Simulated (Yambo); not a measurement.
Yambo run on BN (space group P6_3/mmc, No. 194). The wavefunctions are PBE (pw.x of Quantum ESPRESSO, ONCV potentials, scalar-relativistic) ones on a 6×6×2 mesh (8 occupied bands); a = b = 2.505 Å, c = 6.610 Å, α = β = 90.00°, γ = 120.00°.

Yambo input:

```
rim_cut
HF_and_locXC
RandQpts= 1000000
RandGvec= 1 Ry
EXXRLvcs= 84 Ry
VXCRLvcs= 336 Ry
% QPkrange
 1 | 1 | 8 | 9 |
 2 | 2 | 8 | 9 |
 7 | 7 | 8 | 9 |
 14 | 14 | 8 | 9 |
%
```

k points by index: 1 = Γ, 2 = A, 7 = M, 14 = H.

Resulting energies as the program prints them:

```
#    K-point    Band    Eo [eV]    Ehf [eV]    Vxc [eV]    Vnlxc [eV]
#
    1    8    -1.305773    -5.657103    -18.42286    -22.77419
    1    9    5.323267    9.481664    -8.709552    -4.551155
    2    8    -1.325184    -5.685817    -18.39973    -22.76036
    2    9    7.696758    12.70999    -10.84222    -5.828982
    7    8    -0.416307    -3.966281    -16.40567    -19.95564
    7    9    4.300410    9.187334    -10.29713    -5.410205
    14    8    0.000000    -3.322293    -16.63010    -19.95240
    14    9    4.662884    9.907319    -10.92381    -5.679371
```
Exchange alone, without screening.

Geometry relaxed with PBE+D3(BJ).
